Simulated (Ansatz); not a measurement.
A generator proposed this cell of BeSe5.

```cif
data_structure
_symmetry_space_group_name_H-M 'P4/mmm'
_symmetry_Int_Tables_number 123
_cell_length_a 3.3383
_cell_length_b 3.3383
_cell_length_c 14.1410
_cell_angle_alpha 90.000
_cell_angle_beta 90.000
_cell_angle_gamma 90.000
_cell_volume 157.59
loop_
_atom_site_label
_atom_site_type_symbol
_atom_site_symmetry_multiplicity
_atom_site_Wyckoff_symbol
_atom_site_fract_x
_atom_site_fract_y
_atom_site_fract_z
_atom_site_occupancy
Be1 Be 1 c 0.50000 0.50000 0.00000 1
Se1 Se 2 h 0.50000 0.50000 0.33448 1
Se2 Se 2 g 0.00000 0.00000 0.17599 1
Se3 Se 1 b 0.00000 0.00000 0.50000 1
```

All numbers below come from DFT PBE, scalar-relativistic, plane waves, PAW (Ansatz). Plane waves to 420 eV, a k mesh through Γ of 6×6×2 on the computed 6-atom cell and Gaussian smearing (0.10 eV); no spin polarisation.

Formation energies are uncorrected and refer to the elements' standard structures at the same level.

Question: What does a single point on this coarse mesh give?

Answer: The pressure is -10.1 GPa (the mean over three directions, positive in compression), the largest force is 0.27 eV/Å, and the energy is +1.15 eV/atom against the elements. The shortest distance is 3.26 Å.

Question: Is it a good guess?

Answer: A rough one: relaxing gains about 0.69 eV/atom (the start's value is from the coarse mesh, so the gain is rough) in 18 ionic steps and ends at +0.47 eV/atom on the finer mesh. The symmetry stays P4/mmm (No. 123). The volume per atom shrinks by 24.6 %, from 26.3 to 19.8 Å³. The shortest distance goes from 3.26 Å (Se–Se) to 2.49 Å (Se–Se). The ratio c/a of the conventional cell changes by a factor of 0.83. Conventional cell: a = 3.238 Å, c = 11.330 Å. Around Be lie 8 Se at 2.61 Å; Se on a site of symmetry 4mm is surrounded by 4 Se at 2.90 Å and 4 Se at 3.24 Å; Se on a second site of symmetry 4mm is surrounded by 1 Se at 2.49 Å and 4 Be at 2.61 Å; 1 more site not described.

The last run used a 12×12×4 mesh (in the run's order of axes) for its 6-atom cell and Gaussian smearing of 0.10 eV. Weakly bound directions are ill-defined at this level, which has no dispersion term. The reference form of Se is held partly by dispersion forces, which this level lacks. The relaxation can't lower the symmetry of the start, and the grade says only how near the guess is to its own end. Symmetry constrained the relaxation, so the result can be a saddle point. Another cell of BeSe5 relaxed alike, in R-3m, lies 283 meV/atom lower, so this cell isn't the stable form at this level.
